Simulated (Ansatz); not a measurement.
All numbers below come from DFT PBE, scalar-relativistic, plane waves, PAW (Ansatz 0.2.0). Settings: cutoff 420 eV, Γ-centred meshes spaced at most about 0.3 Å⁻¹, and about 0.25 Å⁻¹ or finer for metals (2π included), Gaussian smearing. No spin polarisation in the final relaxations.

These are static total energies at zero pressure. All come from trial cells, and lower structures may exist.

Problem. These unrelaxed guesses for Sn2GeSe3 are each relaxed within their symmetry. Order them by the energy at which they end, lowest first.
A.

Space group I4/mmm (No. 139). a = 6.541 Å, b = 6.541 Å, c = 9.177 Å, α = 90.00°, β = 90.00°, γ = 90.00°
```
atom  site  symmetry       x       y       z
  Sn    4c      mmm. 0.0000  0.5000  0.0000
  Ge    2a     4/mmm  0.0000  0.0000  0.0000
  Se    4e       4mm  0.0000  0.0000  0.7655
  Se    2b     4/mmm  0.0000  0.0000  0.5000
```

B.

Space group R-3m:H (No. 166). a = 6.354 Å, b = 6.354 Å, c = 14.847 Å, α = 90.00°, β = 90.00°, γ = 120.00°
```csv
atom,site,symmetry,x,y,z
Sn,6c,3m,0.3333,0.6667,0.2944
Ge,3a,-3m,0.0000,0.0000,0.0000
Se,9d,.2/m,0.8333,0.1667,0.1667
```

C.

Space group P-3m1 (No. 164). a = 4.318 Å, b = 4.318 Å, c = 10.614 Å, α = 90.00°, β = 90.00°, γ = 120.00°
```
atom  site  symmetry       x       y       z
  Sn    2d       3m. 0.3333  0.6667  0.6738
  Ge    1a      -3m. 0.0000  0.0000  0.0000
  Se    1b      -3m. 0.0000  0.0000  0.5000
  Se    2d       3m. 0.3333  0.6667  0.1513
```

Solution. C (ends in P-3m1, 0 meV/atom), B (ends in R-3m, 174 meV/atom), A (ends in I4/mmm, 0.55 eV/atom).

Cells relaxed within their symmetry can be saddle points. Some structure types and database cells were kept out of the candidates from the start, so a known form may be missing.
